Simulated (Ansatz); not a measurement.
## How ScHg (Pm-3m) stiffens under pressure

```
Sc Hg
1.0
     3.46778    0.00000    0.00000
     0.00000    3.46778    0.00000
     0.00000    0.00000    3.46778
Sc Hg
1 1
Direct
  0.50000 0.50000 0.50000
  0.00000 0.00000 0.00000
```

This is the zero-pressure cell. At each pressure cell and atoms are relaxed in this structure, and the constants are slopes of the stress at strains of ±0.005 with relaxed ions (the coefficients that govern stability under load). Level: PBEsol, PAW on Ansatz 0.2.0's default frozen-core files (fitted under PBE), scalar-relativistic; k mesh 14×14×14, strains of ±0.005, Fermi-Dirac smearing of 0.050 eV, cutoff 420 eV. P is the pressure of the relaxed cell, less that of this one.

```tsv
P (GPa)	V/V₀	C11 (GPa)	C12 (GPa)	C44 (GPa)
0.00	1.0000	107.0	78.1	53.7
1.00	0.9890	111.5	82.7	55.8
2.02	0.9784	115.9	87.3	57.9
4.01	0.9593	124.4	96.1	61.8
6.98	?	?	?	?
10.01	0.9115	148.7	121.7	72.9
14.99	0.8799	169.0	142.6	81.4
```

Question: Does the bulk modulus from the constants agree with the pressure-volume curve?

Answer: A third-order Birch-Murnaghan fit to the volumes shown (F against f, f = [(V₀/V)^(2/3) − 1]/2) gives B₀ = 87.8 GPa and B′ = 4.5. Its −V dP/dV stands beside (C11 + 2C12)/3:

```csv
P (GPa),from P(V),from the constants
0.00,87.8,87.7
1.00,92.3,92.3
2.02,96.8,96.8
4.01,105.4,105.5
10.01,130.8,130.7
14.99,151.1,151.4
```

Question: What are the pressure derivatives at zero pressure?

Answer: Slopes at V₀ of quadratic fits in −ln(V/V₀) through the first four rows shown, divided by B₀: dC11/dP = 4.6, dC12/dP = 4.7, dC44/dP = 2.1. The mean slopes up to 2.0 GPa are 4.4, 4.6, 2.1; curvature and scatter of the constants part the two. The combination (dC11/dP + 2 dC12/dP)/3 = 4.6 stands against B′.

Question: Fill the row at 6.98 GPa.

Answer: Cubic fits in −ln(V/V₀) through all rows shown give C11 = 136.5, C12 = 108.9, C44 = 67.4 GPa. Computed: V/V₀ = 0.9341, C11 (GPa) = 136.4, C12 (GPa) = 108.8, C44 (GPa) = 67.4.

Question: Does a shear stiffness soften?

Answer: C44 goes from 53.7 to 81.4 GPa; (C11 − C12)/2 goes from 14.5 to 13.2 GPa. (C11 − C12)/2 softens under pressure, though the lattice stays mechanically stable over this range.

Known limits: no other phase was computed; many crystals of this kind change structure within this range, and rows or crossings beyond such a change describe a metastable lattice; frozen-core PAW files fitted under PBE, their cores solved anew for the functional of the run; responses of metals move with mesh and smearing; no spin-orbit coupling on heavy atoms; the softest shear constant rests on one k mesh, and a soft shear can herald a distortion on cooling; phonons weren't checked at these pressures.
